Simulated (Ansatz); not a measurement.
WS₂ under strain: S-33 NMR of the central transition

Cell: a structure deposited in the COD, relaxed with PBE at fixed cell and then changed (z compressed by 2 %, ions relaxed).

```cif
data_structure
_symmetry_space_group_name_H-M 'P 1'
_symmetry_Int_Tables_number 1
_cell_length_a 3.1532
_cell_length_b 3.1532
_cell_length_c 12.0765
_cell_angle_alpha 90.000
_cell_angle_beta 90.000
_cell_angle_gamma 120.000
_cell_volume 103.99
loop_
_atom_site_label
_atom_site_type_symbol
_atom_site_fract_x
_atom_site_fract_y
_atom_site_fract_z
_atom_site_occupancy
W1 W 0.33333 0.66667 0.25000 1
W2 W 0.66667 0.33333 0.75000 1
S3 S 0.33333 0.66667 0.61971 1
S4 S 0.66667 0.33333 0.11971 1
S5 S 0.33333 0.66667 0.88029 1
S6 S 0.66667 0.33333 0.38029 1
```

Sites (sets of like atoms) are named by element and the number of their first atom in this list.

Level of theory: DFT, PBE, plane waves and PAW, scalar-relativistic, collinear spin, 420 eV cutoff, Γ-centred 16×16×4 k-points, Fermi–Dirac smearing 0.02 eV (Ansatz 0.2.0). Start moments as typed (μB): 2 on each W, none on the rest.

S-33 has I = 3/2 and Q = -69.40 mb (Pyykkö 2018); at 23.5 T its Larmor frequency is ν₀ = 76.9 MHz. Only the quadrupole interaction is simulated: positions count from each site's isotropic chemical shift, and J coupling is left out, as are shift anisotropy and dipolar coupling, which fast spinning averages.

Simulated pattern of one S site (fast magic-angle spinning, Gaussian broadening 1 kHz):

offset (kHz), height and a bar:
```
   -43.05          0 
   -41.35          4 #
   -39.65          6 ##
   -37.96          6 ##
   -36.26          7 ##
   -34.56          7 ##
   -32.86          7 ##
   -31.16          7 ##
   -29.46          8 ##
   -27.76          8 ##
   -26.07         82 #########################
   -24.37         73 ######################
   -22.67         53 ################
   -20.97         47 ##############
   -19.27         44 #############
   -17.57         43 #############
   -15.87         43 #############
   -14.17         45 ##############
   -12.48         48 ##############
   -10.78         53 ################
    -9.08         64 ###################
    -7.38        100 ##############################
    -5.68         88 ##########################
    -3.98          0
```

Question: Which |C_Q| and η does the pattern imply?

Answer: The pattern spans 35.7 kHz before broadening and its centre of gravity is at -16.6 kHz, which fixes P_Q; the places of the horns and steps fix η. That gives P_Q = 7.15 MHz, |C_Q| = 7.15 MHz and η = 0.00. The sign of C_Q can't be read from the pattern.

An axis of threefold or higher order runs through S, so V_zz lies along it and η is zero.

Without spin–orbit coupling the gradients at and beside W can be off by some per cent, at some sites by more. The start moments die out, and the run ends without spin.
